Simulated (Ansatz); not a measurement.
Computed properties of LiCl

LiCl:
```yaml
crystal:
  lattice:
    - [3.89452, 0.00000, 0.00000]
    - [-1.94726, 3.37276, 0.00000]
    - [0.00000, 0.00000, 6.22775]
  atoms:
    - { symbol: Li, position: [0.66667, 0.33333, 0.87807] }
    - { symbol: Li, position: [0.33333, 0.66667, 0.37807] }
    - { symbol: Cl, position: [0.66667, 0.33333, 0.49693] }
    - { symbol: Cl, position: [0.33333, 0.66667, 0.99693] }
```

Space group P6_3mc (No. 186), wurtzite; conventional cell a = 3.895 Å, b = 3.895 Å, c = 6.228 Å, α = 90.00°, β = 90.00°, γ = 120.00°.

Method: r²SCAN in the plane-wave PAW code Ansatz. Geometry: relaxed at this level of theory. Other levels are named where they apply.

### Cell and energy

```yaml
volume_per_atom: 20.45 Å³
density: 1.72 g/cm³
Formation energy from the elements (no fitted shifts): -2.01 eV/atom
```

### Electronic structure

```yaml
band_gap: 6.68 eV (direct)
valence_band_maximum: at Γ
conduction_band_minimum: at Γ
electron_effective_mass: 0.52 mₑ (isotropic)
hole_effective_mass: 0.57, 4.3, 4.3 mₑ (principal values)
HSE06 gap on the r²SCAN cell: 7.35 eV
```

### Mechanics

```yaml
Bulk modulus (Birch–Murnaghan fit): 26.3 GPa
Pressure derivative B′: 4.3
Elastic constants (relaxed ions, GPa): C11 = 38.8, C12 = 21.4, C13 = 19.1, C33 = 39.3, C44 = 9.2
mechanical_stability: stable (all eigenvalues of C positive)
hill_bulk_and_shear_moduli: 26.2 and 9.2 GPa
Young's modulus: 24.7 GPa
Poisson's ratio: 0.34
debye_temperature_from_the_elastic_constants: 283 K
Piezoelectric stress constants (proper, relaxed ions, C/m²): e15 = e24 = 0.13, e31 = e32 = 0.17, e33 = -0.38
```

### Dielectric response

```yaml
Electronic dielectric constant ε∞ (DFPT): 2.38 (xx = yy), 2.41 (zz)
Static dielectric constant ε0 (ions relaxed, cell fixed): 4.33 (xx = yy), 4.68 (zz)
Born charges (a third of the trace): Li +1.02, Cl -1.02 e
```

### Phonons

```yaml
Highest zone-centre frequency (without LO–TO term): 375 cm⁻¹
zone_centre_stability: no imaginary mode at Γ
```

### Charges

```yaml
bader_charges: Li +0.90, Cl -0.90 e
```

The first step of the workflow began from a Materials Project structure, measured or hypothetical; the Crystallography Open Database copy checked does not list it. It is not the phase usual at ambient conditions (space group No. 225). The cell was relaxed with r²SCAN under the symmetry of its start. Signs of piezoelectric constants follow the polarity of the cell as given. The references are the lowest solids computed at this level, not always the standard phases (solids in place of the gases).

Potentials: the later of the program's two PAW sets.
